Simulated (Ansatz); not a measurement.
GeMo2N:
```yaml
crystal:
  lattice:
    - [3.17555, 0.00000, 0.00000]
    - [-1.58778, 2.75011, 0.00000]
    - [0.00000, 0.00000, 12.00118]
  atoms:
    - { symbol: Ge, position: [0.33333, 0.66667, 0.75000] }
    - { symbol: Ge, position: [0.66667, 0.33333, 0.25000] }
    - { symbol: Mo, position: [0.33333, 0.66667, 0.08460] }
    - { symbol: Mo, position: [0.66667, 0.33333, 0.58460] }
    - { symbol: Mo, position: [0.66667, 0.33333, 0.91540] }
    - { symbol: Mo, position: [0.33333, 0.66667, 0.41540] }
    - { symbol: N, position: [0.00000, 0.00000, 0.00000] }
    - { symbol: N, position: [0.00000, 0.00000, 0.50000] }
```

Relaxed with PBEsol.

Which orbitals make up the states near the Fermi level in DFT-PBEsol in the program Ansatz with PAW potentials?

Within 0.5 eV of the Fermi level: Mo 4d 81 %, Ge 4p 9 %, N 2p 6 %. Projections are on Löwdin-orthogonalised atomic valence shells; empty p or d shells of many metals are not among them.

Tabulate the density of states.

States/eV per cell of 8 atoms, in 0.25 eV bins, energy from the Fermi level.

```csv
E (eV),total,Mo 4d,N 2p,Ge 4p
-7.85,5.29,1.76,2.38,0.23
-7.60,5.78,1.93,2.82,0.15
-7.35,7.33,2.66,3.87,0.10
-7.10,8.27,3.05,4.59,0.08
-6.85,7.19,2.36,3.99,0.10
-6.60,2.81,0.80,1.70,0.04
-6.35,5.84,1.60,3.85,0.13
-6.10,2.64,0.67,1.83,0.02
-5.85,0.00,0.00,0.00,0.00
-5.60,0.00,0.00,0.00,0.00
-5.35,0.01,0.00,0.00,0.00
-5.10,0.44,0.11,0.01,0.28
-4.85,1.95,0.77,0.09,0.97
-4.60,5.69,3.38,0.22,1.76
-4.35,6.36,4.77,0.12,1.19
-4.10,4.69,3.24,0.13,1.11
-3.85,3.71,2.27,0.14,1.07
-3.60,8.17,4.29,0.33,2.95
-3.35,7.79,4.19,0.35,2.70
-3.10,3.56,2.27,0.16,0.93
-2.85,1.78,1.39,0.04,0.28
-2.60,2.61,2.26,0.03,0.26
-2.35,2.98,2.50,0.05,0.36
-2.10,4.92,3.65,0.16,0.94
-1.85,4.14,3.06,0.19,0.71
-1.60,3.07,2.28,0.18,0.48
-1.35,2.58,1.92,0.17,0.39
-1.10,2.59,1.94,0.16,0.39
-0.85,4.99,4.08,0.21,0.51
-0.60,5.31,4.26,0.29,0.55
-0.35,5.80,4.52,0.40,0.62
-0.10,5.36,4.30,0.39,0.46
0.15,6.19,5.12,0.39,0.45
0.40,3.32,2.82,0.10,0.27
0.65,3.43,2.77,0.10,0.38
0.90,6.74,5.46,0.34,0.55
1.15,6.95,5.66,0.41,0.52
1.40,6.12,4.71,0.42,0.63
1.65,6.68,4.58,0.53,1.02
1.90,7.42,4.87,0.66,1.12
2.15,5.32,3.40,0.58,0.76
2.40,5.34,3.21,0.64,0.55
2.65,6.06,3.69,0.76,0.47
2.90,7.84,4.51,1.19,0.77
3.15,7.42,4.21,1.24,0.70
3.40,6.79,3.74,1.25,0.82
3.65,3.77,1.91,0.66,0.55
3.90,4.39,2.02,0.71,0.73
4.15,3.62,1.48,0.51,0.67
4.40,3.82,1.29,0.41,0.74
4.65,3.93,1.22,0.39,0.86
```

Space group P6_3/mmc. The start of the workflow was typed in or built on a structure type; neither database checked (COD, Materials Project) lists it. Its standing as an ambient phase is unchecked. The PBEsol relaxation kept the symmetry of its start. At this level the phase is mechanically unstable. The workflow began spin-polarised and lost its moments. Spin–orbit coupling is left out wherever it is not named.

Potentials: the earlier of the program's two PAW sets. The files were generated under PBE; for other functionals the program regenerates the frozen cores, and for LDA and PBEsol the local potential too.
